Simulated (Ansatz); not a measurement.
The numbers come from plane-wave PAW DFT (Ansatz): r2SCAN, no spin polarisation, 500 eV, 4×4×4 Γ-centred k points, cold occupations (width 0.0412 eV). Nothing was relaxed.

Computed maps in the lattice plane spanned by b (left to right, 8.17 Å, 25 points from zero) and c (bottom to top, 8.17 Å, 25 points from zero), 60° apart, at height 0.376 along a. The fields are smooth PAW ones with compensation charges, not the true ones near nuclei.

Valence density. Digits on a logarithmic scale: 0 up to 0.03 e/Å³, each further digit a factor of 1.6, 9 from 1.3 e/Å³ up:
```
3101357888764200246788875
5311357887886421246887887
6421246883687532135787088
7532235787688642124688778
7642124578888753223568888
7542112457787653212356787
5542112345666543211234566
4332111223445443221122344
2221122222333333222221122
0011233333323322333332210
0001244554332222344554320
0001346666543223345676542
2101357888754323356788764
4222357888875432346888886
6433346885787533346786687
7555556786588643235787378
7666666688888653224578888
7667776667888653223457888
6667887666677643212245677
5456788765455443211123455
3345778765333322111112233
1124567765321111122222111
0012456665320001234443210
0001346665421000235565431
1001356777642000245777653
```

ELF. Ten even steps from '0' (0.00) to '9' (0.90):
```
6100479988986300379999998
8500489952799720179983499
9720279950089950058981049
9950048992069972027997139
9971016898679984003899889
9972002688888874100489999
9862000257788764100037899
7631000013566542100002577
3210001111233321111100013
0000134432111111124442000
0000368875421111246787520
0001489998742111357899973
2000389999875211368899996
4100169975887421368876898
6212138940188741257860079
7335435870059852137882028
8446654687479973115899558
8556766468999984102689999
7446776645899984100268999
5246777653368863000014787
3126677764113431000000244
0013666665200100012210000
0001244543100000136775200
0000124543210000268999751
2000357887642000379999986
```

Question: The cell is Lu2S4I. Which atoms lie within 0.2 Å of this plane, and where (fractions of b and c)?

Answer: S at (0.38, 0.38), S at (0.87, 0.87), S at (0.38, 0.87), S at (0.87, 0.38). The whole cell:
```yaml
crystal:
  lattice:
    - [0.00000, 5.77553, 5.77553]
    - [5.77553, 0.00000, 5.77553]
    - [5.77553, 5.77553, 0.00000]
  atoms:
    - { symbol: I, position: [0.00000, 0.00000, 0.00000] }
    - { symbol: I, position: [0.25000, 0.25000, 0.25000] }
    - { symbol: S, position: [0.37600, 0.37600, 0.37600] }
    - { symbol: S, position: [0.37800, 0.87400, 0.87400] }
    - { symbol: S, position: [0.37600, 0.37600, 0.87200] }
    - { symbol: S, position: [0.87400, 0.37800, 0.87400] }
    - { symbol: S, position: [0.87200, 0.37600, 0.37600] }
    - { symbol: S, position: [0.87400, 0.87400, 0.87400] }
    - { symbol: S, position: [0.37600, 0.87200, 0.37600] }
    - { symbol: S, position: [0.87400, 0.87400, 0.37800] }
    - { symbol: Lu, position: [0.62500, 0.62500, 0.62500] }
    - { symbol: Lu, position: [0.12500, 0.62500, 0.62500] }
    - { symbol: Lu, position: [0.62500, 0.62500, 0.12500] }
    - { symbol: Lu, position: [0.62500, 0.12500, 0.62500] }
```

Origin: a known structure type with other elements, at an estimated volume, so it need not be a known compound. Caveats: many states at the Fermi level without spin polarisation, so a magnetic state may lie lower; atoms or cell far from equilibrium.
